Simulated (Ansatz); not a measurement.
HfNF:
```cif
data_F4Hf4N4
_chemical_formula_sum 'Hf4 F4 N4'
_space_group_name_H-M_alt 'P 1'
_space_group_IT_number 1
_cell_length_a 5.15431
_cell_length_b 5.34115
_cell_length_c 5.46035
_cell_angle_alpha 90.000
_cell_angle_beta 90.000
_cell_angle_gamma 90.000
loop_
_space_group_symop_operation_xyz
  'x, y, z'
loop_
_atom_site_label
_atom_site_type_symbol
_atom_site_fract_x
_atom_site_fract_y
_atom_site_fract_z
_atom_site_occupancy
Hf1 Hf 0.67492 0.98915 0.75000 1
Hf2 Hf 0.32508 0.01085 0.25000 1
Hf3 Hf 0.32508 0.48915 0.75000 1
Hf4 Hf 0.67492 0.51085 0.25000 1
F1 F 0.95757 0.66316 0.75000 1
F2 F 0.04243 0.33684 0.25000 1
F3 F 0.04243 0.16316 0.75000 1
F4 F 0.95757 0.83684 0.25000 1
N1 N 0.47434 0.75000 0.00000 1
N2 N 0.52566 0.25000 0.50000 1
N3 N 0.52566 0.25000 0.00000 1
N4 N 0.47434 0.75000 0.50000 1
```

Relaxed with r²SCAN. r²SCAN in the plane-wave PAW code Ansatz gives a gap of 2.46 eV.

### Question
What gap does HSE06 give on the same cell (Ansatz, PAW)?

### Answer
3.20 eV, 0.74 eV more. The hybrid was solved on a coarser mesh and at special points; the gap given is the minimum over both.

Cost on shared cores: the r²SCAN run (SCF on a 6×5×5 mesh, then bands and DOS) roughly 8 core-minutes, the HSE06 run (SCF on 3×3×3, then a few points) very roughly 3 core-minutes; the tasks are unlike.

Space group Pbcm. The start of the workflow was typed in or built on a structure type; neither database checked (COD, Materials Project) lists it. Whether it is the stable phase at ambient conditions was not checked. The r²SCAN relaxation kept the symmetry of its start; its stability against distortions is not shown here. No spin polarisation was allowed. Scalar-relativistic: spin–orbit coupling is off unless named, which matters more the heavier the elements.

Potentials: the earlier of the program's two PAW sets.
